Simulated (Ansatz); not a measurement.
## VN (rock salt), energy over volume and axial ratio

VN (rock salt), conventional cell a = b = c = 4.117 Å, α = β = γ = 90.00°. The calculation uses the primitive cell of 2 atoms, to which meshes and values per cell refer.

Grid over V/V₀ and (c/a)/(c/a)₀, subscript 0 meaning the relaxed cell; the conventional c axis lies along z; no internal relaxation.

All values below come from PBE (plane waves to 420 eV, PAW, scalar-relativistic; Ansatz, an electronic-structure program). k mesh 19×19×19 (Γ-centred), Fermi-Dirac smearing 0.05 eV. The energy includes the smearing's −TS. Stress and pressure are positive under compression. With partly filled bands, the response to shear is sensitive to the k mesh, so small differences along c/a are uncertain. VN is run without spin polarisation. VN was relaxed with its symmetry unable to fall. The zero of ΔE is the relaxed starting cell.

ΔE (meV/atom), with V/V₀ across and (c/a)/(c/a)₀ down:

```
(c/a)/(c/a)₀ \ V/V₀  0.920  0.947  0.973  1.000  1.027  1.053  1.080
-------------------  -----  -----  -----  -----  -----  -----  -----
0.880                  281    224    183    159    147    148    158
0.920                  151    105     77     63     62     71     91
0.960                   83     44     22     14     18     33     57
1.000                   63     27      6      0      6     22     48
1.040                   80     42     19     12     16     31     55
1.080                  126     82     56     43     44     55     76
1.120                  195    143    110     91     85     90    106
```

σzz − σxx (GPa), with V/V₀ across and (c/a)/(c/a)₀ down:

```
(c/a)/(c/a)₀ \ V/V₀  0.920  0.947  0.973  1.000  1.027  1.053  1.080
-------------------  -----  -----  -----  -----  -----  -----  -----
0.880                109.9   97.0   85.4   75.0   65.7   57.2   49.7
0.920                 66.3   58.3   51.0   44.5   38.7   33.4   28.7
0.960                 30.3   26.4   23.0   20.0   17.2   14.8   12.6
1.000                  0.0    0.0    0.0    0.0    0.0    0.0    0.0
1.040                -24.9  -21.6  -18.6  -16.0  -13.6  -11.5   -9.7
1.080                -47.4  -41.0  -35.2  -30.1  -25.6  -21.5  -17.9
1.120                -65.6  -56.5  -48.5  -41.3  -34.9  -29.2  -24.1
```

Key numbers:

| Quantity | Result |
|---|---|
| Lowest place on the grid | V/V₀ = 1.000, (c/a)/(c/a)₀ = 1.000 (0 meV/atom) |
| Highest place on the grid | V/V₀ = 0.920, (c/a)/(c/a)₀ = 0.880 (281 meV/atom) |

(Under strain, the slope of the energy per volume gives the stress and its curvature an elastic modulus.)
